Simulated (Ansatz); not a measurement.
The calculation used DFT PBE, scalar-relativistic, plane waves, PAW (Ansatz). All cells share a 420 eV cutoff and Γ-centred k meshes spaced at most about 0.3 Å⁻¹ (about 0.25 or finer for metals, 2π included). No spin polarisation in the final relaxations.

These are static total energies at zero pressure.

Two relaxed structures of Sn2Pb3Se5:

A.

```
CELL_PARAMETERS angstrom
2.17657 1.25664 17.78300
-2.17657 1.25664 17.78300
0.00000 -2.51329 17.78300
ATOMIC_POSITIONS crystal
Sn 0.69896 0.69896 0.69896
Sn 0.30104 0.30104 0.30104
Pb 0.09866 0.09866 0.09866
Pb 0.90134 0.90134 0.90134
Pb 0.50000 0.50000 0.50000
Se 0.39774 0.39774 0.39774
Se 0.00000 0.00000 0.00000
Se 0.60226 0.60226 0.60226
Se 0.20069 0.20069 0.20069
Se 0.79931 0.79931 0.79931
```

B.

```
CELL_PARAMETERS angstrom
-2.17766 2.17766 15.39653
2.17766 -2.17766 15.39653
2.17766 2.17766 -15.39653
ATOMIC_POSITIONS crystal
Sn 0.90037 0.90037 0.00000
Sn 0.09963 0.09963 0.00000
Pb 0.50000 0.50000 0.00000
Pb 0.69975 0.69975 0.00000
Pb 0.30025 0.30025 0.00000
Se 0.00000 0.00000 0.00000
Se 0.60021 0.60021 0.00000
Se 0.19775 0.19775 0.00000
Se 0.80225 0.80225 0.00000
Se 0.39979 0.39979 0.00000
```

Question: Which would you expect to be lower, and how large is the difference?

Answer: They are level within the accuracy (2 meV/atom apart, with A the lower in these runs). A has Sn and Pb ordered on rock salt sites, space group R-3m (No. 166), 29.2 Å³/atom and a gap of 0.03 eV on its mesh; B has Sn and Pb ordered on rock salt sites, space group I4/mmm (No. 139), 29.2 Å³/atom and a gap of 0.06 eV. In A, around Sn lie 6 Se at 3.04–3.05 Å; Pb on a site of symmetry 3m is surrounded by 6 Se at 3.10–3.11 Å; Se on a site of symmetry 3m has 3 Sn at 3.04 Å and 3 Pb at 3.11 Å; 3 more sites not described. In B, Sn has 6 Se at 3.02–3.08 Å; around Pb on a site of symmetry 4/mmm lie 6 Se at 3.08–3.09 Å; Se on a site of symmetry 4/mmm has 2 Sn at 3.07 Å and 4 Pb at 3.08 Å; 3 more sites not described. Both come from invented guesses.

These runs have no spin–orbit coupling, which can matter for Pb. Cells relaxed within their symmetry can be saddle points.
